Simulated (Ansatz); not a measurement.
The calculation used Ansatz, DFT PBE, scalar-relativistic, plane waves, PAW. All cells share a 420 eV cutoff and Γ-centred k meshes spaced at most about 0.3 Å⁻¹ (about 0.25 or finer for metals, 2π included). No spin polarisation in the final relaxations.

These are static total energies at zero pressure.

Two relaxed structures of CaSb4:

A.

```cif
data_structure
_symmetry_space_group_name_H-M 'P6/mmm'
_symmetry_Int_Tables_number 191
_cell_length_a 5.6185
_cell_length_b 5.6185
_cell_length_c 6.1523
_cell_angle_alpha 90.000
_cell_angle_beta 90.000
_cell_angle_gamma 120.000
_cell_volume 168.19
loop_
_atom_site_label
_atom_site_type_symbol
_atom_site_symmetry_multiplicity
_atom_site_Wyckoff_symbol
_atom_site_fract_x
_atom_site_fract_y
_atom_site_fract_z
_atom_site_occupancy
Ca1 Ca 1 b 0.00000 0.00000 0.50000 1
Sb1 Sb 2 d 0.33333 0.66667 0.50000 1
Sb2 Sb 2 c 0.33333 0.66667 0.00000 1
```

B.

```cif
data_structure
_symmetry_space_group_name_H-M 'P6/mmm'
_symmetry_Int_Tables_number 191
_cell_length_a 6.4012
_cell_length_b 6.4012
_cell_length_c 5.8922
_cell_angle_alpha 90.000
_cell_angle_beta 90.000
_cell_angle_gamma 120.000
_cell_volume 209.09
loop_
_atom_site_label
_atom_site_type_symbol
_atom_site_symmetry_multiplicity
_atom_site_Wyckoff_symbol
_atom_site_fract_x
_atom_site_fract_y
_atom_site_fract_z
_atom_site_occupancy
Ca1 Ca 1 b 0.00000 0.00000 0.50000 1
Sb1 Sb 3 f 0.50000 0.00000 0.00000 1
Sb2 Sb 1 a 0.00000 0.00000 0.00000 1
```

Problem. Which is lower in energy, and by how much?

Solution. A is lower, by 0.37 eV/atom. A has space group P6/mmm (No. 191), 33.6 Å³/atom and no gap on its mesh; B has space group P6/mmm (No. 191), 41.8 Å³/atom and no gap. Counting Sb atoms around Ca (those within 1.25 times the shortest such distance or 1.15 times the sum of covalent radii, 1.27 where that leaves under three), A has Ca 6 and B has Ca 2. The denser one is the lower, and pressure would at first widen the difference. In A, Ca has 6 Sb at 3.24 Å; Sb on its first site has 5 Sb at 3.08–3.24 Å and 3 Ca at 3.24 Å; around Sb on its second site lie 5 Sb at 3.08–3.24 Å. In B, Ca is surrounded by 2 Sb at 2.95 Å; Sb on a site of symmetry mmm is surrounded by 6 Sb at 3.20 Å; Sb on a site of symmetry 6/mmm is surrounded by 2 Ca at 2.95 Å and 6 Sb at 3.20 Å. Both come from invented guesses.

These runs have no spin–orbit coupling, which can matter for Sb. A magnetic state wasn't ruled out in cells without spin, among them P6/mmm at 41.8 Å³/atom. Cells relaxed within their symmetry can be saddle points.
